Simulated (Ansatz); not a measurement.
The relaxed structure here is a generated cell of SiAs: the first start was made by a random draw of sites in a space group, and the end was not matched to a known phase here, so it may be hypothetical.

One starting cell of SiAs (a randomly generated symmetric cell of SiAs (space group No. 27)) was relaxed twice with Ansatz (plane waves, PAW, scalar-relativistic): with PBEsol at 420 eV and with PBE at 420 eV. The PBEsol result:

Space group Aem2 (No. 39); a = 6.680 Å, b = 3.534 Å, c = 6.454 Å, α = 90.00°, β = 90.00°, γ = 90.00°

| atom | site | symmetry | x | y | z |
|---|---|---|---|---|---|
| As | 4c | .m. | 0.6749 | 0.2500 | 0.2200 |
| Si | 4c | .m. | 0.1374 | 0.2500 | 0.0379 |
(The calculation used a cell of 4 atoms; values per cell refer to that cell.)

```json
[
 {"quantity": "space group", "PBEsol": "Aem2", "PBE": "Aem2"},
 {"quantity": "volume (Å³/atom)", "PBEsol": "19.05", "PBE": "(withheld)"},
 {"quantity": "a (Å)", "PBEsol": "6.680", "PBE": "(withheld)"},
 {"quantity": "b (Å)", "PBEsol": "3.534", "PBE": "(withheld)"},
 {"quantity": "c (Å)", "PBEsol": "6.454", "PBE": "(withheld)"},
 {"quantity": "gap (eV, no spin-orbit coupling)", "PBEsol": "0.00", "PBE": "(withheld)"}
]
```

Problem. Fill in the PBE column.

Solution. 
- volume (Å³/atom), PBE: 20.03
- a (Å), PBE: 6.866
- b (Å), PBE: 3.564
- c (Å), PBE: 6.549
- gap (eV, no spin-orbit coupling), PBE: 0.00

Both levels end in the same structure; PBE's volume is 5.2 % larger. Neither column is exact.

No spin polarisation in the result.

The run could not lose the symmetry of its start; a randomly shaken copy of 8 atoms returns to this structure.

Ansatz is a program for electronic structure.
